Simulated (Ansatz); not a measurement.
MgS (rock salt, Fm-3m), plane-wave PAW r²SCAN (Ansatz code). The conduction-band minimum lies at X, with 3 equivalent valleys. Second derivatives d²E/dk² of the lowest band at one valley (eV·Å²), along Cartesian directions:

| direction | d²E/dk² |
|---|---|
| [100] | 14.54 |
| [010] | 25.12 |
| [001] | 25.12 |
| [110] | 19.83 |
| [101] | 19.83 |
| [011] | 25.09 |

Question: Find the principal effective masses, the density-of-states mass and the conductivity mass.

Answer: Off-diagonal terms follow from H_xy = H[110] − (H_xx + H_yy)/2, and m*/mₑ = 7.620 eV·Å² over each eigenvalue: 0.30, 0.30, 0.52. One valley's DOS mass (m₁m₂m₃)^(1/3) = 0.36, conductivity mass 3/(Σ 1/mᵢ) = 0.35 mₑ.

Question: What effective density of states Nc follows at 300 K for parabolic valleys?

Answer: Nc = 2.509e19 × 3 × (0.36)^(3/2) ≈ 1.6e19 cm⁻³.

The cell was relaxed with r²SCAN under the symmetry of its start.

Potentials: the later of the program's two PAW sets.

Edges and masses are those of Kohn–Sham bands, whose gap is no quasiparticle gap.
